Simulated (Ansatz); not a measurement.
With plane-wave PAW r²SCAN (Ansatz code), AgBi₂Se₃ in the monoclinic phase (C2/m; Se on 2c, Bi on 4i, Se on 4i, Ag on 2b) relaxes to a = 7.115 Å, b = 4.642 Å, c = 10.003 Å, β = 97.0°. Se on 2c has 6 nearest neighbours from 3.07 Å (octahedral); Bi has 6 nearest neighbours from 2.89 Å (octahedral). Against the elements it lies at -219 meV/atom, with no fitted shifts.

Electronic character: metallic (no gap).

The start of the workflow was typed in or built on a structure type; neither database checked (COD, Materials Project) lists it. Its standing as an ambient phase is unchecked. The cell was relaxed with r²SCAN under the symmetry of its start; whether a distortion lowers the energy is not shown. No spin polarisation was allowed. With an odd number of electrons in the cell and no spin polarisation, the count alone makes it a metal. The references are the lowest solids computed at this level, not always the standard phases. Scalar-relativistic: spin–orbit coupling is off unless named, which matters more the heavier the elements.

Potentials: the later of the program's two PAW sets.
